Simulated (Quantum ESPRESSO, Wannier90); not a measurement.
TlI (CsCl type): Wannier90 run

```xyz
2
Lattice="4.2382 0.0000 0.0000 0.0000 4.2382 0.0000 0.0000 0.0000 4.2382" Properties=species:S:1:pos:R:3 pbc="T T T"
Tl     0.0000     0.0000     0.0000
I      2.1191     2.1191     2.1191
```

Materials Project entry mp-23197; symmetrised, unrelaxed at this level. COD (Crystallography Open Database) has the formula in 2 space groups, this one among them (matched by group alone). Computed values, not measurements, from PBEsol: Quantum ESPRESSO (norm-conserving PseudoDojo potentials, cutoff 56 Ry, spinors with spin-orbit coupling) on a Γ-centred 6×6×6 mesh, then Wannier90. Density: 8×8×8 mesh, Gaussian smearing 0.01 Ry.

Bands 13-14 form an isolated set from -5.58 to -3.51 eV relative to the valence-band maximum (on the path) and are turned into 2 Wannier functions by minimising the spread from the start: atomic waves Tl 6s.

Centres (Cartesian, Å; one of the equivalent choices) and spreads:

```
n      x      y      z  spread (Å²)  nearest atom
-  -----  -----  -----  -----------  ------------
1  0.000  0.000  0.000        4.424           Tl1
2  0.000  0.000  0.000        4.424           Tl1
```

Ω_I = 8.84 Å², Ω_total = 8.85 Å²; the interpolated bands follow pw.x to 7.5 meV rms on the path. Only this start was tried; a symmetric start can stop on a saddle, and mixtures of these functions could lower the total by at most Ω_total − Ω_I.
